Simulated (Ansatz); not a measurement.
## What DFT gives for LuIO

```yaml
crystal:
  lattice:
    - [3.89310, 0.00000, 0.00000]
    - [0.00000, 3.89310, 0.00000]
    - [0.00000, 0.00000, 9.27141]
  atoms:
    - { symbol: Lu, position: [0.75000, 0.75000, 0.38386] }
    - { symbol: Lu, position: [0.25000, 0.25000, 0.61614] }
    - { symbol: I, position: [0.25000, 0.25000, 0.17918] }
    - { symbol: I, position: [0.75000, 0.75000, 0.82082] }
    - { symbol: O, position: [0.75000, 0.25000, 0.50000] }
    - { symbol: O, position: [0.25000, 0.75000, 0.50000] }
```

The numbers come from plane-wave PAW DFT (Ansatz): PBEsol, no spin polarisation, 420 eV, 7×7×3 Γ-centred k points, fermi-dirac occupations (width 0.1 eV). Nothing was relaxed.

**Question.** Describe some of the short contacts.

**Answer.** Lu–O at 2.22 Å: least valence density 0.49 e/Å³ and ELF 0.17 there. I–Lu at 3.34 Å: least valence density 0.13 e/Å³ and ELF 0.08 there. I–O at 3.55 Å: least valence density 0.08 e/Å³ and ELF 0.10 there, a closed-shell (ionic or weak) contact. These are pseudo-fields; inside the PAW spheres they differ from the all-electron ones.

**Question.** Metal or insulator? Give the gap.

**Answer.** The gap is 3.21 eV, indirect (the least direct gap found is 3.37 eV).

**Question.** Is it stable against the elements?

**Answer.** -2.68 eV an atom against the elements' usual phases (free molecules for gases, crystals otherwise, with no correction for O₂ or N₂), so it is bound against them; other compounds may still compete. Relaxing would lower it.

**Question.** What is the character of the valence top and the conduction bottom?

**Answer.** Within 0.7 eV of the edges, the states project mainly on I p (86 %) below the gap and on Lu d (60 %) and Lu s (18 %) above it.

**Question.** Where is the largest force?

**Answer.** The largest is on Lu1 (and as large on other atoms): 0.54 eV/Å, components (0.00, 0.00, 0.54). It makes 61° with the line to a nearest neighbour, O5 at 2.22 Å.

Origin: a database entry at a rescaled volume. Caveats: no spin-orbit coupling, which can shift this gap by tenths of an eV.
